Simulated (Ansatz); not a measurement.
# YSi$_{2}$Ir$_{2}$: a prediction, then the measurements

These are results of Ansatz 0.2.0, DFT r2SCAN, scalar-relativistic, plane waves, PAW, not measurements.

Plane waves to 500 eV, a k mesh through Γ of 10×10×4 on the computed 10-atom cell and Gaussian smearing (0.10 eV); no spin polarisation.

Relaxed structure, symmetry kept:

```
Y Si Ir
1.0
     4.11136    0.00000    0.00000
     0.00000    4.11136    0.00000
     0.00000    0.00000    9.80353
Y Si Ir
2 4 4
Direct
  0.50000 0.00000 0.25441
  0.00000 0.50000 0.74559
  0.00000 0.00000 0.50000
  0.50000 0.50000 0.50000
  0.50000 0.00000 0.86950
  0.00000 0.50000 0.13050
  0.00000 0.00000 0.00000
  0.50000 0.50000 0.00000
  0.50000 0.00000 0.62848
  0.00000 0.50000 0.37152
```

| Quantity | Value |
| --- | --- |
| Space group | P4/nmm (No. 129) |
| Volume per atom | 16.57 Å³ |
| Generalised Kohn–Sham band gap | none (metal) |
| Density of states at the Fermi level | 4.32 states/eV per cell |
| Löwdin character within 0.5 eV of the Fermi level | Ir 5d 32 %, Y 4d 29 %, Si 3p 27 %, unprojected 6 % |
| Bulk modulus | 193 GPa |
| Its pressure derivative | 4.5 |
| Bader charges (e) | Y (2 in the cell) 1.82, Si (2 in the cell) 1.13, Si (2 in the cell) 1.14, Ir (2 in the cell) -1.53, Ir (2 in the cell) -2.56 |

Spin-orbit coupling is left out, which matters for the bands of heavy elements.

**The experiment to reproduce.**

“Superconductivity in the YIr2Si2 and LaIr2Si2 Polymorphs”, 2012, arxiv:1205.6667 reports, for a powder of YSi2Ir2 at 300 K: lattice constant a 4.0938 ± 0.0002 Å; lattice constant c 9.6856 ± 0.0007 Å.

Measured lattice constant a of YSi2Ir2: 4.0938 Å (300 K; powder; the paper above). This calculation gives 4.111 Å (+0.4 %). Against the measured lattice constant c of YSi2Ir2, 9.6856 Å (300 K; powder; the paper above), the calculated 9.804 Å is off by +1.2 %. The calculation is for 0 K without zero-point motion.

Cost: 9 runs of about 21 core-minutes in all, on Oxide Virtual Turin-like Processor (Zen 5) (shared hosts).